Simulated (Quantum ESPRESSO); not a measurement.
# Hf4Pd2WAl: one run as intended and one with a planted mistake

A calculation, not a measurement. The program is pw.x of Quantum ESPRESSO 7.5 (plane-wave density functional theory). The cell is made up: eight metal atoms on a face-centred cubic lattice, with elements, volume, strain and displacements drawn at random and not relaxed, so it may be unstable or far from any real phase. PseudoDojo standard norm-conserving files set the functional (PBE unless stated); there is no spin polarisation or spin-orbit coupling, the Fermi-Dirac width of 0.25 eV means electrons at about 2900 K, and the masses in the input are unused placeholders. Heavy elements are run without spin-orbit coupling, which real alloys of them have. A spin test at this wide smearing found no moment, but such smearing suppresses magnetism that the real alloy may have.

Intended input:

```
&control calculation='scf', pseudo_dir='./dojo.nc.sr.pbe.v0_5.standard.upf', outdir='./o', disk_io='minimal', tprnfor=.true., tstress=.true. /
&system ibrav=0, nat=8, ntyp=4, nbnd=68, ecutwfc=82.02448710, nosym=.true., tot_charge=0,
 occupations='smearing', smearing='fd', degauss=0.0183746611
/
&electrons conv_thr=1.470e-08, electron_maxstep=70, mixing_beta=0.5 /
ATOMIC_SPECIES
Al 1.0 Al.upf
Hf 1.0 Hf.upf
Pd 1.0 Pd.upf
W 1.0 W.upf
CELL_PARAMETERS angstrom
-4.2226 0.0 0.0
-2.1113 -4.2226 -2.1113
-2.1113 -4.2226 6.334
ATOMIC_POSITIONS angstrom
Hf 0.039 0.0242 0.0265
Hf -2.1603 -4.2145 2.0949
Pd -2.1001 -2.1517 -0.0061
Hf -4.1959 -6.3138 2.0829
Pd -4.2115 -4.204 4.1797
Hf -4.2304 -4.2213 -0.0137
W -4.2828 -2.1129 2.0805
Al -6.3643 -6.3581 4.2245
K_POINTS automatic
6 5 3 1 1 1
```

The log is shortened where brackets say so; the opening notice, blank lines, dates and the lines on written files are dropped, and the path of the files is cut. It prints rydbergs, bohrs and kilobars, and counts compression as positive stress. Its total energy is the free energy E - TS of the whole cell.

Log of the intended run:

```
     Program PWSCF v.7.5
     Parallel version (MPI & OpenMP), running on       4 processor cores
     Number of MPI processes:                 4
     Threads/MPI process:                     1
     [start-up lines left out]
     bravais-lattice index     =            0
     lattice parameter (alat)  =       7.9796  a.u.
     unit-cell volume          =    1016.1822 (a.u.)^3
     number of atoms/cell      =            8
     number of atomic types    =            4
     number of electrons       =       101.00
     number of Kohn-Sham states=           68
     kinetic-energy cutoff     =      82.0245  Ry
     charge density cutoff     =     328.0979  Ry
     scf convergence threshold =      1.5E-08
     mixing beta               =       0.5000
     number of iterations used =            8  plain     mixing
     Exchange-correlation= PBE
                           (   1   4   3   4   0   0   0)
     [axes and pseudopotential details left out]
   Cartesian axes
     site n.     atom                  positions (alat units)
         1        Hf     tau(   1) = (   0.0092360   0.0057311   0.0062758  )
         2        Hf     tau(   2) = (  -0.5116042  -0.9980818   0.4961161  )
         3        Pd     tau(   3) = (  -0.4973476  -0.5095676  -0.0014446  )
         4        Hf     tau(   4) = (  -0.9936769  -1.4952399   0.4932743  )
         5        Pd     tau(   5) = (  -0.9973713  -0.9955951   0.9898404  )
         6        Hf     tau(   6) = (  -1.0018472  -0.9996921  -0.0032444  )
         7        W      tau(   7) = (  -1.0142566  -0.5003789   0.4927059  )
         8        Al     tau(   8) = (  -1.5071994  -1.5057311   1.0004500  )
     number of k points=    45  Fermi-Dirac smearing, width (Ry)=  0.0184
                       cart. coord. in units 2pi/alat
        k(    1) = (  -0.0833333  -0.0749998   0.0333329), wk =   0.0444444
        k(    2) = (  -0.0833333   0.0916649  -0.2999964), wk =   0.0444444
     [further k points left out]
     Dense  grid:   101683 G-vectors     FFT dimensions: (  45,  60,  90)
     Estimated max dynamical RAM per process >     349.79 MB
     Estimated total dynamical RAM >       1.29 GB
     Initial potential from superposition of free atoms
     starting charge     100.9893, renormalised to     101.0000
     Starting wfcs are   72 randomized atomic wfcs
     total cpu time spent up to now is        5.2 secs
     per-process dynamical memory:   272.8 Mb
     Self-consistent Calculation
     iteration #  1     ecut=    82.02 Ry     beta= 0.50
     Davidson diagonalization with overlap
     ethr =  1.00E-02,  avg # of iterations =  2.6
     total cpu time spent up to now is       18.8 secs
     total energy              =   -1137.69630260 Ry
     estimated scf accuracy    <      18.60328080 Ry
     iteration #  2     ecut=    82.02 Ry     beta= 0.50
     Davidson diagonalization with overlap
     ethr =  1.00E-02,  avg # of iterations =  3.4
     total cpu time spent up to now is       37.5 secs
     total energy              =   -1143.65199475 Ry
     estimated scf accuracy    <      84.49235208 Ry
     [iterations 3 to 16 left out]
     iteration # 17     ecut=    82.02 Ry     beta= 0.50
     Davidson diagonalization with overlap
     ethr =  5.03E-11,  avg # of iterations =  3.6
     total cpu time spent up to now is      256.5 secs
     total energy              =   -1149.76208306 Ry
     estimated scf accuracy    <       0.00000041 Ry
     iteration # 18     ecut=    82.02 Ry     beta= 0.50
     Davidson diagonalization with overlap
     ethr =  5.03E-11,  avg # of iterations =  2.0
     total cpu time spent up to now is      267.8 secs
     End of self-consistent calculation
     [lines on levels left out]
!    total energy              =   -1149.76208309 Ry
     estimated scf accuracy    <          6.6E-09 Ry
     smearing contrib. (-TS)   =      -0.11360635 Ry
     internal energy E=F+TS    =   -1149.64847674 Ry
     The total energy is F=E-TS. E is the sum of the following terms:
     one-electron contribution =    -378.07095061 Ry
     hartree contribution      =     233.34462500 Ry
     xc contribution           =    -234.03413183 Ry
     ewald contribution        =    -770.88801930 Ry
     convergence has been achieved in  18 iterations
     Forces acting on atoms (cartesian axes, Ry/au):
     atom    1 type  2   force =    -0.01354089   -0.03372301   -0.01924015
     atom    2 type  2   force =     0.01522061    0.03868744    0.00461170
     atom    3 type  3   force =    -0.00431767    0.00973417   -0.02544847
     atom    4 type  2   force =    -0.01498704   -0.01219510    0.02162362
     atom    5 type  3   force =     0.00031221   -0.01509241    0.02096438
     atom    6 type  2   force =    -0.00318276   -0.00955195   -0.01718389
     atom    7 type  4   force =     0.01193511    0.00516996    0.00516796
     atom    8 type  1   force =     0.00856043    0.01697091    0.00950485
     Total force =     0.082182     Total SCF correction =     0.000241
     Computing stress (Cartesian axis) and pressure
          total   stress  (Ry/bohr**3)                   (kbar)     P=       -0.93
  -0.00010507   0.00002454   0.00003598          -15.46        3.61        5.29
   0.00002454  -0.00010167  -0.00010499            3.61      -14.96      -15.44
   0.00003598  -0.00010499   0.00018776            5.29      -15.44       27.62
     init_run     :      4.94s CPU      5.16s WALL (       1 calls)
     electrons    :    257.15s CPU    262.58s WALL (       1 calls)
     forces       :      2.48s CPU      2.53s WALL (       1 calls)
     stress       :      8.04s CPU      8.23s WALL (       1 calls)
     [timing details left out]
     PWSCF        :   4m32.69s CPU   4m38.66s WALL
     JOB DONE.
```

A second run has one planted mistake: two atoms have their elements exchanged. The input lines that differ:

```
- Hf -4.1959 -6.3138 2.0829
- Pd -4.2115 -4.204 4.1797
+ Pd -4.1959 -6.3138 2.0829
+ Hf -4.2115 -4.204 4.1797
```

Its log:

```
     Program PWSCF v.7.5
     Parallel version (MPI & OpenMP), running on       4 processor cores
     Number of MPI processes:                 4
     Threads/MPI process:                     1
     [start-up lines left out]
     bravais-lattice index     =            0
     lattice parameter (alat)  =       7.9796  a.u.
     unit-cell volume          =    1016.1822 (a.u.)^3
     number of atoms/cell      =            8
     number of atomic types    =            4
     number of electrons       =       101.00
     number of Kohn-Sham states=           68
     kinetic-energy cutoff     =      82.0245  Ry
     charge density cutoff     =     328.0979  Ry
     scf convergence threshold =      1.5E-08
     mixing beta               =       0.5000
     number of iterations used =            8  plain     mixing
     Exchange-correlation= PBE
                           (   1   4   3   4   0   0   0)
     [axes and pseudopotential details left out]
   Cartesian axes
     site n.     atom                  positions (alat units)
         1        Hf     tau(   1) = (   0.0092360   0.0057311   0.0062758  )
         2        Hf     tau(   2) = (  -0.5116042  -0.9980818   0.4961161  )
         3        Pd     tau(   3) = (  -0.4973476  -0.5095676  -0.0014446  )
         4        Pd     tau(   4) = (  -0.9936769  -1.4952399   0.4932743  )
         5        Hf     tau(   5) = (  -0.9973713  -0.9955951   0.9898404  )
         6        Hf     tau(   6) = (  -1.0018472  -0.9996921  -0.0032444  )
         7        W      tau(   7) = (  -1.0142566  -0.5003789   0.4927059  )
         8        Al     tau(   8) = (  -1.5071994  -1.5057311   1.0004500  )
     number of k points=    45  Fermi-Dirac smearing, width (Ry)=  0.0184
                       cart. coord. in units 2pi/alat
        k(    1) = (  -0.0833333  -0.0749998   0.0333329), wk =   0.0444444
        k(    2) = (  -0.0833333   0.0916649  -0.2999964), wk =   0.0444444
     [further k points left out]
     Dense  grid:   101683 G-vectors     FFT dimensions: (  45,  60,  90)
     Estimated max dynamical RAM per process >     349.79 MB
     Estimated total dynamical RAM >       1.29 GB
     Initial potential from superposition of free atoms
     starting charge     100.9893, renormalised to     101.0000
     Starting wfcs are   72 randomized atomic wfcs
     total cpu time spent up to now is        6.0 secs
     per-process dynamical memory:   272.8 Mb
     Self-consistent Calculation
     iteration #  1     ecut=    82.02 Ry     beta= 0.50
     Davidson diagonalization with overlap
     ethr =  1.00E-02,  avg # of iterations =  2.8
     total cpu time spent up to now is       20.6 secs
     total energy              =   -1141.25486140 Ry
     estimated scf accuracy    <      13.64308150 Ry
     iteration #  2     ecut=    82.02 Ry     beta= 0.50
     Davidson diagonalization with overlap
     ethr =  1.00E-02,  avg # of iterations =  3.0
     total cpu time spent up to now is       38.3 secs
     total energy              =   -1147.58992030 Ry
     estimated scf accuracy    <      33.08834673 Ry
     [iterations 3 to 15 left out]
     iteration # 16     ecut=    82.02 Ry     beta= 0.50
     Davidson diagonalization with overlap
     ethr =  1.84E-10,  avg # of iterations =  1.0
     total cpu time spent up to now is      236.4 secs
     total energy              =   -1149.80173635 Ry
     estimated scf accuracy    <       0.00000003 Ry
     iteration # 17     ecut=    82.02 Ry     beta= 0.50
     Davidson diagonalization with overlap
     ethr =  3.45E-11,  avg # of iterations =  1.1
     total cpu time spent up to now is      248.3 secs
     End of self-consistent calculation
     [lines on levels left out]
!    total energy              =   -1149.80173635 Ry
     estimated scf accuracy    <          1.2E-09 Ry
     smearing contrib. (-TS)   =      -0.11899417 Ry
     internal energy E=F+TS    =   -1149.68274218 Ry
     The total energy is F=E-TS. E is the sum of the following terms:
     one-electron contribution =    -387.05737795 Ry
     hartree contribution      =     237.66888277 Ry
     xc contribution           =    -233.98307311 Ry
     ewald contribution        =    -766.31117390 Ry
     convergence has been achieved in  17 iterations
     Forces acting on atoms (cartesian axes, Ry/au):
     atom    1 type  2   force =    -0.01532101   -0.01252639   -0.01330429
     atom    2 type  2   force =     0.01471540   -0.00113226   -0.00381971
     atom    3 type  3   force =    -0.00409961    0.01244788   -0.01564843
     atom    4 type  3   force =    -0.00920002   -0.00421809    0.01714394
     atom    5 type  2   force =    -0.00828986   -0.00148771    0.00780145
     atom    6 type  2   force =    -0.00159325   -0.00815561    0.00720553
     atom    7 type  4   force =     0.01359277    0.00119340    0.00169793
     atom    8 type  1   force =     0.01019558    0.01387877   -0.00107642
     Total force =     0.048514     Total SCF correction =     0.000137
     Computing stress (Cartesian axis) and pressure
          total   stress  (Ry/bohr**3)                   (kbar)     P=      -15.61
   0.00006026   0.00001095  -0.00000305            8.87        1.61       -0.45
   0.00001095  -0.00039935   0.00000095            1.61      -58.75        0.14
  -0.00000305   0.00000095   0.00002078           -0.45        0.14        3.06
     init_run     :      5.69s CPU      5.96s WALL (       1 calls)
     electrons    :    236.96s CPU    242.27s WALL (       1 calls)
     forces       :      2.34s CPU      2.37s WALL (       1 calls)
     stress       :      7.58s CPU      7.78s WALL (       1 calls)
     [timing details left out]
     PWSCF        :   4m12.63s CPU   4m18.51s WALL
     JOB DONE.
```

```
                                            intended run  run with the mistake
                          free energy (eV)    -15643.310            -15643.850
         entropy term -TS, part of it (eV)        -1.546                -1.619
                            pressure (GPa)         -0.09                 -1.56
size of the largest force component (eV/Å)         0.995                 0.441
largest change of a force component (eV/Å)                               1.024
                                iterations            18                    17
```

For scale, a rerun of the intended cell at a higher cutoff and on a denser mesh moved values by no more than 0.004 eV in energy, 0.02 GPa in stress and 0.005 eV/Å in force, and a second program with other atomic files agreed on that cell to 2 % rms in force and 0.5 GPa in pressure.